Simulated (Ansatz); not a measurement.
Nb3In (A15 (Cr3Si type), space group No. 223) at seven volumes, r²SCAN (plane waves, PAW; program Ansatz), scaled uniformly. One row is withheld.

```tsv
V (Å³/atom)	P (GPa)
17.002	18.48
17.563	11.33
18.123	5.22
18.684	0.00
19.244	-4.47
19.805	-8.30
20.365	?
```

Fit the shown pressures and predict the withheld one.

Third-order Birch–Murnaghan: P = (3/2)B₀(x^(7/2) − x^(5/2))[1 + (3/4)(B′ − 4)(x − 1)] with x = (V₀/V)^(2/3). Least squares on the six rows gives V₀ = 18.684 Å³/atom, B₀ = 160.9 GPa, B′ = 4.18. At V = 20.365, x = 0.9442 and P = -11.58 GPa. The run itself gave -11.58 GPa.

Space group Pm-3n (A15 (Cr3Si type)). The workflow started from an entry of the Crystallography Open Database (COD). Whether it is the stable phase at ambient conditions was not checked. The cell was relaxed with r²SCAN under the symmetry of its start; its stability against distortions is not shown here. The run is not spin-polarised.

Potentials: the later of the program's two PAW sets.
